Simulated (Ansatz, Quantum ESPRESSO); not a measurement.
**HfIn4SiO6 and the functional, program beside program**

```yaml
crystal:
  lattice:
    - [5.27743, 0.00000, 0.00000]
    - [-2.63872, 4.57039, 0.00000]
    - [0.00000, 0.00000, 10.55905]
  atoms:
    - { symbol: Hf, position: [0.66667, 0.33333, 0.00000] }
    - { symbol: In, position: [0.00000, 0.00000, 0.30446] }
    - { symbol: In, position: [0.00000, 0.00000, 0.69554] }
    - { symbol: In, position: [0.33333, 0.66667, 0.78919] }
    - { symbol: In, position: [0.33333, 0.66667, 0.21081] }
    - { symbol: Si, position: [0.00000, 0.00000, 0.00000] }
    - { symbol: O, position: [0.97300, 0.70496, 0.89972] }
    - { symbol: O, position: [0.29504, 0.02700, 0.10028] }
    - { symbol: O, position: [0.29504, 0.26804, 0.89972] }
    - { symbol: O, position: [0.73196, 0.70496, 0.10028] }
    - { symbol: O, position: [0.73196, 0.02700, 0.89972] }
    - { symbol: O, position: [0.97300, 0.26804, 0.10028] }
```

The cell comes from a database or a generator and needn't be the stable form of this composition.

Kept alike: task band structure; k mesh 4 × 4 × 2; occupations fermi-dirac, width 0.05 eV; no spin polarisation. The mesh is that of the run's cell of 12 atoms. No spin-orbit coupling.

- A: Ansatz, all-electron LAPW, scalar-relativistic
- B: Quantum ESPRESSO, SG15 PBE 1.2, made for PBE, cutoff 1197 eV

| functional | A: band gap on the mesh (eV) | B: band gap on the mesh (eV) |
| --- | --- | --- |
| LDA | 0.382 | 0.320 |
| PBE | 0.349 | 0.338 |
| PBEsol | 0.344 | 0.306 |

Values on potentials made for another functional: B at LDA, PBEsol. A gap on the mesh can miss an edge between its points.

Problem. How large is the effect of the functional, and do the programs agree on it?

Solution. From PBEsol to LDA the band gap on the mesh moves by +0.038 in A, +0.014 in B (eV). Row by row the programs differ by 0.011 to 0.062, and the shifts point the same way but differ by 63 % of the larger. Shifts from PBEsol: LDA +0.038, +0.014; PBE +0.005, +0.032; the programs' shifts differ by up to 0.027.
